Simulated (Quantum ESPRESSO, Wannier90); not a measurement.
## Rh (fcc (Cu type)): Wannier90 run

Structure: Materials Project mp-74, symmetrised, not relaxed again. This is the element's usual structure. Computed values, not measurements, from PBEsol: Quantum ESPRESSO (norm-conserving PseudoDojo potentials, cutoff 71 Ry, spinors with spin-orbit coupling) on a Γ-centred 10×10×10 mesh, then Wannier90. Density: 18×18×18 mesh, cold smearing 0.01 Ry.

The plane-wave run has 42 bands and 17 electrons a cell. On the energy scale of pw.x, whose zero is arbitrary, the Fermi level lies at 22.48 eV.

Input w.win, without the blocks of cell, atoms and k-points (1000 lines):

```
num_bands = 33
num_wann = 18
exclude_bands = 1-8
spinors = true
num_iter = 1000
conv_tol = 1.0e-6
conv_window = 4
dis_num_iter = 1000
dis_conv_tol = 1.0e-6
dis_froz_max = 23.98
write_hr = true
write_u_matrices = true
begin projections
f=-0.00195,-0.02012,0.01539: s;p;d
end projections
mp_grid = 10 10 10
```

Problem. Check the input against the numbers above: what is wrong, and how is it mended?

Solution. wannier90.x stops with:
```
w90_wannier90_readwrite_read: mismatch in w.eig
```
num_bands differs from the number of bands in the files, which is the number computed minus those excluded. Mended as below, all else unchanged, the run goes through (Ω_I = 14.6 Å²) and follows the plane-wave bands to 2.8 meV rms (states up to 1.0 eV relative to the Fermi level).
```
num_bands = 34
```
